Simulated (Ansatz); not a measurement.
## Al2Cu: from a starting cell to a relaxed one

The start is a randomly generated symmetric cell of Al2Cu (space group No. 171). A full variable-cell relaxation at zero pressure is run with PBEsol (plane waves to 420 eV, PAW, scalar-relativistic; Ansatz, an electronic-structure program). First-step values are on the input's coarse k-mesh.

Ansatz input (later rounds restart from its end on a renewed k-mesh):
Ansatz 0.2 input:
```yaml
crystal:
  lattice:
    - [5.2890832, 0, 0]
    - [-2.6445416, 4.5804804, 0]
    - [0, 0, 6.8071989]
  atoms:
    - { symbol: Al, position: [0.5, 0.5, 0.00881798] }
    - { symbol: Al, position: [0.5, 0, 0.67548465] }
    - { symbol: Al, position: [0, 0.5, 0.34215132] }
    - { symbol: Al, position: [0, 0, 0.92972177] }
    - { symbol: Al, position: [0, 0, 0.59638843] }
    - { symbol: Al, position: [0, 0, 0.2630551] }
    - { symbol: Cu, position: [0.5, 0.5, 0.6590012] }
    - { symbol: Cu, position: [0.5, 0, 0.32566787] }
    - { symbol: Cu, position: [0, 0.5, 0.99233454] }
basis: { ecutwfc: 420, ecutrho_ratio: 4, xc_grid: 2, fft_grid_basis: typed }
kpoints: { mp_grid: { grid: [7, 7, 5] } }
hamiltonian:
  xc: pbesol
  dispersion: none
  pseudopotentials: { kind: paw }
scf: { occupations: { method: fermi_dirac, width: 0.05 } }
relax: { f_tol: 0.01, max_steps: 100, cell: { stress_tol: 0.02 } }
output: { forces: true, stress: true }
```

Question: By how much does the energy per atom fall from start to end?

Answer: 0.35 eV/atom.

Question: How do the shortest distances between atoms change?

Answer: The closest pairs of elements (up to four, under 3.6 Å), start → end: Al–Al 2.27 → 2.55 Å; Al–Cu 2.38 → 2.43 Å; Cu–Cu 3.48 → 3.49 Å.

Question: What band gap does the relaxed structure have at this level?

Answer: Zero (metallic).

The space group stays P6₂ (No. 171) (the run could not lower it), with 9 atoms in the primitive cell. Final values are on a 12×12×6 k-mesh of the relaxed cell. No spin polarisation in the result.

The run could not lose the symmetry of its start, so the end can be a saddle point.

The relaxed structure here is a generated cell of Al2Cu: the first start was made by a random draw of sites in a space group, and the end was not matched to a known phase here, so it may be hypothetical. Known forms of Al2Cu include space group No. 140.
